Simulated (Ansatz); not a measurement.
## Computed properties of RbTcO$_{4}$

RbTcO$_{4}$:
```
CELL_PARAMETERS angstrom
     -2.84187     2.84187     6.26886
      2.84187    -2.84187     6.26886
      2.84187     2.84187    -6.26886
ATOMIC_POSITIONS crystal
  Rb 0.75000 0.25000 0.50000
  Rb 0.00000 0.00000 0.00000
  Tc 0.50000 0.50000 0.00000
  Tc 0.25000 0.75000 0.50000
  O  0.70297 0.79093 0.33795
  O  0.54093 0.70298 0.58796
  O  0.45298 0.36502 0.66205
  O  0.11502 0.95297 0.41204
  O  0.04703 0.45907 0.16205
  O  0.20907 0.54702 0.91204
  O  0.29702 0.88498 0.83795
  O  0.63498 0.29703 0.08796
```

Space group I4_1/a (No. 88); conventional cell a = 5.684 Å, b = 5.684 Å, c = 12.538 Å, α = 90.00°, β = 90.00°, γ = 90.00°.

Method: LDA (plane waves, PAW; program Ansatz). Structure relaxed to zero pressure with the same functional. Other levels are named where they apply.

Cell and energy:

```
Property                                                      Result
-----------------------------------------------------  -------------
Volume per atom                                             16.88 Å³
Density                                                   4.06 g/cm³
Formation energy from the elements (no fitted shifts)  -1.73 eV/atom
```

Electronic structure:

```
Item                                                                       Result
--------------------------------------------  -----------------------------------
Band gap                                                         3.44 eV (direct)
Valence-band maximum                                                         at Γ
Conduction-band minimum                                                      at Γ
Electron effective mass                       1.6, 1.6, 5.5 mₑ (principal values)
Hole effective mass, band 1 of 2 at the edge        4.1 along x, 6.7 along z (mₑ)
Hole effective mass, band 2 of 2 at the edge        2.7 along x, 6.7 along z (mₑ)
```

Mechanics:

```
Property                                                                                                                  Result
--------------------------------------------  ----------------------------------------------------------------------------------
Bulk modulus (Birch–Murnaghan fit)                                                                                      29.6 GPa
Pressure derivative B′                                                                                                       6.1
Elastic constants (relaxed ions, GPa)         C11 = 42.4, C12 = 28.0, C13 = 22.4, C33 = 40.2, C44 = 13.9, C66 = 17.7, C16 = -3.9
Mechanical stability                                                                      stable (all eigenvalues of C positive)
Hill bulk and shear moduli                                                                                     30.0 and 11.7 GPa
Young's modulus                                                                                                         31.0 GPa
Poisson's ratio                                                                                                             0.33
Debye temperature from the elastic constants                                                                               221 K
```

The first step of the workflow began from a Materials Project structure, measured or hypothetical; the Crystallography Open Database copy checked does not list it. Whether it is the stable phase at ambient conditions was not checked. The cell was relaxed with LDA under the symmetry of its start; its stability against distortions is not shown here. No spin polarisation was allowed. The references are the lowest solids computed at this level, not always the standard phases (solids in place of the gases). Scalar-relativistic: spin–orbit coupling is off unless named, which matters more the heavier the elements.

Potentials: the later of the program's two PAW sets (Tc and Pm come from another file).
